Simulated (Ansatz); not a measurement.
**Relaxing Ga27SiAs26**

All numbers below come from DFT LDA, scalar-relativistic, plane waves, PAW in Ansatz 0.2.0. Settings: 420 eV cutoff, 2×2×2 k-mesh, Gaussian smearing of 0.02 eV, no spin polarisation.

What was changed: Si on a As site (Wyckoff letter c), charge -1, atoms relaxed at the host's cell.

In a supercell of 54 atoms the defect feels its periodic images.

Spin polarisation was left out.

Command:

```bash
ansatz run input.yaml --threads 8 --pin off --max-ram 20480MiB --backend cpu --events-out ev --progress --plain --runs-dir out
```

Input:

```yaml
crystal:
  lattice:
    - [8.4050723565, 0.0, 8.4050723565]
    - [8.4050723565, 8.4050723565, 0.0]
    - [0.0, 8.4050723565, 8.4050723565]
  atoms:
    - { symbol: Ga, position: [0.0002288841, 0.0001064708, -0.0003376777] }
    - { symbol: Ga, position: [0.0008445687, 0.3325393462, 0.0002094484] }
    - { symbol: Ga, position: [0.0008635883, 0.6664849871, 0.0002152482] }
    - { symbol: Ga, position: [0.3327323976, 0.0006480602, 0.0002542318] }
    - { symbol: Ga, position: [0.3325980992, 0.3305953728, 0.0058466754] }
    - { symbol: Ga, position: [0.3327304028, 0.6664807931, 0.0002863051] }
    - { symbol: Ga, position: [0.6666098085, 0.0006827482, 0.0002630299] }
    - { symbol: Ga, position: [0.6665640083, 0.3326050024, 0.0002916693] }
    - { symbol: Ga, position: [0.6670064278, 0.6667718876, -0.0004024676] }
    - { symbol: Ga, position: [0.0008862634, 0.0005931149, 0.3321490476] }
    - { symbol: Ga, position: [0.0066751057, 0.3317910695, 0.3295330308] }
    - { symbol: Ga, position: [0.0008413964, 0.6664823801, 0.3321451837] }
    - { symbol: Ga, position: [0.3354241719, 0.0091842473, 0.3273805823] }
    - { symbol: Ga, position: [0.3268408769, 0.3317138827, 0.3316108564] }
    - { symbol: Ga, position: [0.333227255, 0.66715478, 0.3325862345] }
    - { symbol: Ga, position: [0.6665917487, 0.0007141701, 0.332169511] }
    - { symbol: Ga, position: [0.6673826555, 0.3329737873, 0.3326049618] }
    - { symbol: Ga, position: [0.6673840473, 0.6671662633, 0.3325984946] }
    - { symbol: Ga, position: [0.0009156406, 0.0006026963, 0.6660120968] }
    - { symbol: Ga, position: [0.0008612635, 0.3325505587, 0.6660292426] }
    - { symbol: Ga, position: [0.0002464806, 0.666721679, 0.6663778872] }
    - { symbol: Ga, position: [0.3327514889, 0.0006880538, 0.6660396692] }
    - { symbol: Ga, position: [0.3332490844, 0.3329772269, 0.6667427444] }
    - { symbol: Ga, position: [0.3332517921, 0.6671499953, 0.6667499905] }
    - { symbol: Ga, position: [0.6670265461, -7.5463e-05, 0.666405527] }
    - { symbol: Ga, position: [0.6673892674, 0.3329814344, 0.6667492763] }
    - { symbol: Ga, position: [0.6670048005, 0.6667814328, 0.6664031923] }
    - { symbol: Si, position: [0.2542326757, 0.2484705749, 0.2486852814] }
    - { symbol: As, position: [0.2509909712, 0.5821244292, 0.2504295416] }
    - { symbol: As, position: [0.2510351119, 0.9165870594, 0.2504044177] }
    - { symbol: As, position: [0.582241805, 0.250854492, 0.2504414273] }
    - { symbol: As, position: [0.5836081744, 0.5833211902, 0.2498889332] }
    - { symbol: As, position: [0.5822975331, 0.9166159627, 0.2504169695] }
    - { symbol: As, position: [0.9168945652, 0.2507329081, 0.2503601856] }
    - { symbol: As, position: [0.9168857243, 0.5820773836, 0.2503687249] }
    - { symbol: As, position: [0.9168524038, 0.9167229385, 0.249809605] }
    - { symbol: As, position: [0.2510181339, 0.2508263243, 0.5817037052] }
    - { symbol: As, position: [0.2505515971, 0.5833207305, 0.5829465196] }
    - { symbol: As, position: [0.2510665664, 0.9165962449, 0.5816796013] }
    - { symbol: As, position: [0.5836281861, 0.2502167729, 0.5829601243] }
    - { symbol: As, position: [0.583626102, 0.5833187659, 0.5829585861] }
    - { symbol: As, position: [0.5833001514, 0.9170603453, 0.582725584] }
    - { symbol: As, position: [0.9169233541, 0.2507358955, 0.5816521951] }
    - { symbol: As, position: [0.9172779155, 0.5830986705, 0.5826950783] }
    - { symbol: As, position: [0.9173046817, 0.916988662, 0.5826956366] }
    - { symbol: As, position: [0.251003721, 0.250787474, 0.9162163974] }
    - { symbol: As, position: [0.2510186384, 0.5821086547, 0.9162366526] }
    - { symbol: As, position: [0.2503734807, 0.9167302874, 0.9162947636] }
    - { symbol: As, position: [0.5822477448, 0.2508123789, 0.9162685383] }
    - { symbol: As, position: [0.5832790096, 0.583155959, 0.9166727027] }
    - { symbol: As, position: [0.5832812889, 0.9170459381, 0.9166764009] }
    - { symbol: As, position: [0.9168322263, 0.2502464544, 0.9162852519] }
    - { symbol: As, position: [0.9172837135, 0.5830852176, 0.9166473832] }
    - { symbol: As, position: [0.9168717231, 0.9167123594, 0.9162708007] }
  host:
    lattice:
      - [0.0, 2.8016907855, 2.8016907855]
      - [2.8016907855, 0.0, 2.8016907855]
      - [2.8016907855, 2.8016907855, 0.0]
    atoms:
      - { symbol: Ga, position: [0.0, 0.0, 0.0] }
      - { symbol: As, position: [0.75, 0.75, 0.75] }
total_charge: -1
basis:
  ecutwfc: 420
  xc_grid: 2
kpoints:
  mp_grid: { grid: [2, 2, 2], shift: [0.0, 0.0, 0.0] }
hamiltonian:
  xc: lda
scf:
  occupations: { method: gaussian, width: 0.02 }
output:
  forces: true
  stress: false
  eigenvalues: true
  charged_corrections:
    defect_position: [0.25, 0.25, 0.25]
    epsilon: [[15.8256, 0.0, 0.0], [0.0, 15.8256, 0.0], [0.0, 0.0, 15.8256]]
relax:
  adjacent_minimum: "off"
  f_tol: 0.025
  max_steps: 45
```

F is the free energy.

Steps:

```tsv
step	F − F(1) (eV)	largest force component (eV/Å)
1	0.0000	0.584
2	-0.0396	0.147
3	-0.0429	0.004
4	-0.0429	0.004
```

Relaxed structure:

```
CELL_PARAMETERS angstrom
8.40507 0.00000 8.40507
8.40507 8.40507 0.00000
0.00000 8.40507 8.40507
ATOMIC_POSITIONS crystal
Ga 0.00036 0.00010 0.99961
Ga 0.00125 0.33217 0.00044
Ga 0.00122 0.66628 0.00043
Ga 0.33250 0.00096 0.00042
Ga 0.33091 0.33064 0.00801
Ga 0.33244 0.66629 0.00046
Ga 0.66656 0.00096 0.00043
Ga 0.66652 0.33218 0.00048
Ga 0.66696 0.66668 0.99979
Ga 0.00126 0.00095 0.33167
Ga 0.00885 0.33056 0.33003
Ga 0.00119 0.66628 0.33172
Ga 0.33098 0.00861 0.33002
Ga 0.33070 0.33071 0.33015
Ga 0.33296 0.66756 0.33218
Ga 0.66652 0.00099 0.33169
Ga 0.66776 0.33262 0.33214
Ga 0.66785 0.66746 0.33215
Ga 0.00126 0.00096 0.66576
Ga 0.00121 0.33218 0.66578
Ga 0.00058 0.66671 0.66617
Ga 0.33245 0.00098 0.66577
Ga 0.33294 0.33271 0.66701
Ga 0.33299 0.66758 0.66699
Ga 0.66699 0.00030 0.66616
Ga 0.66788 0.33260 0.66700
Ga 0.66694 0.66671 0.66621
Si 0.25038 0.25012 0.24953
As 0.25127 0.58186 0.25054
As 0.25135 0.91656 0.25051
As 0.58192 0.25106 0.25056
As 0.58355 0.58323 0.25008
As 0.58213 0.91647 0.25051
As 0.91676 0.25102 0.25051
As 0.91685 0.58174 0.25052
As 0.91690 0.91666 0.24992
As 0.25129 0.25106 0.58131
As 0.25088 0.58330 0.58276
As 0.25134 0.91657 0.58121
As 0.58354 0.25061 0.58273
As 0.58358 0.58322 0.58275
As 0.58333 0.91713 0.58257
As 0.91686 0.25104 0.58121
As 0.91736 0.58307 0.58260
As 0.91742 0.91712 0.58255
As 0.25133 0.25104 0.91601
As 0.25130 0.58181 0.91599
As 0.25068 0.91668 0.91615
As 0.58208 0.25103 0.91598
As 0.58332 0.58306 0.91663
As 0.58338 0.91711 0.91659
As 0.91690 0.25040 0.91617
As 0.91739 0.58306 0.91660
As 0.91695 0.91666 0.91614
```

The run converged. It took 5.9 min on 8 threads of Intel(R) Xeon(R) Processor @ 2.50GHz (Skylake/Cascade Lake), on a shared host, peak memory 16 GiB.